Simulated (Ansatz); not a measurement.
## HfO2 with Au replacing Hf: do the settings matter for the field gradients?

Cell: a supercell of HfO2 (fluorite type, Fm-3m) built from a COD entry, with all atoms left at the host's positions.

```cif
data_Hf7AuO16
_symmetry_space_group_name_H-M 'Fm-3m'
_symmetry_Int_Tables_number 225
_cell_length_a 10.2300
_cell_length_b 10.2300
_cell_length_c 10.2300
_cell_angle_alpha 90.000
_cell_angle_beta 90.000
_cell_angle_gamma 90.000
loop_
_atom_site_label
_atom_site_type_symbol
_atom_site_symmetry_multiplicity
_atom_site_Wyckoff_symbol
_atom_site_fract_x
_atom_site_fract_y
_atom_site_fract_z
Au Au 4 a 0.0000 0.0000 0.0000
Hf2 Hf 24 d 0.2500 0.2500 0.0000
Hf8 Hf 4 b 0.5000 0.5000 0.5000
O9 O 32 f 0.1250 0.1250 0.1250
O12 O 32 f 0.6250 0.3750 0.3750
```

One atom of each set is listed; the run and its k-mesh use a cell of 24 atoms with edges of 7.23, 7.23, 7.23 Å.

Reference run. Computed with Ansatz: DFT, PBE, plane waves and PAW, scalar-relativistic, 420 eV cutoff, Γ-centred 3×3×3 k-points, Fermi–Dirac smearing 0.01 eV, cell charge -1.

Problem. The input is changed as follows: `kpoints.mp_grid.grid`: [3, 3, 3] → [2, 2, 2]; `accuracy`: not typed → low. What happens to V_zz (10²¹ V/m²) and η?

Solution. 

| site | V_zz reference | η reference | V_zz changed | η changed |
| --- | --- | --- | --- | --- |
| Au | 0.00 | – | 0.00 | – |
| Hf2 | -4.58 | 0.88 | -4.34 | 0.86 |
| O9 | 3.84 | 0.00 | 4.07 | 0.00 |
| O12 | 0.31 | 0.00 | 0.18 | 0.00 |

The largest change of V_zz is on Hf2, from -4.58 to -4.34. In per cent, |V_zz| changes by -5 on Hf, +6 on O (all sites that start above 2). Other sites without a gradient aren't listed. SCF iterations: 16 and 16. In the changed run the k-mesh is coarser than the standard one and the accuracy preset is low, so its values aren't converged ones.

On the reference run: The run isn't spin-polarised, and a state with spin may lie lower. The defect repeats with the cell of 24 atoms, so it feels its images: sites between two images don't show the values beside a lone defect, and zeros or small values of η there can come from the images' arrangement. This high-symmetry form of HfO2 is unstable when cold, to shifts of the oxygen columns, towards the tetragonal form. The symmetry of the cell holds that distortion back, wholly or in part, and it would change the field gradients, the more the larger the distortion. A uniform background compensates the cell's charge. The defect cell has no gap above 0.1 eV on its mesh, so the values can hang on the smearing and the k-mesh. Without spin–orbit coupling the gradients at and beside Au and Hf can be off by some per cent, at some sites by more. The neighbours have not yet relaxed around the defect (largest force 1.7 eV/Å), so a real crystal will differ.
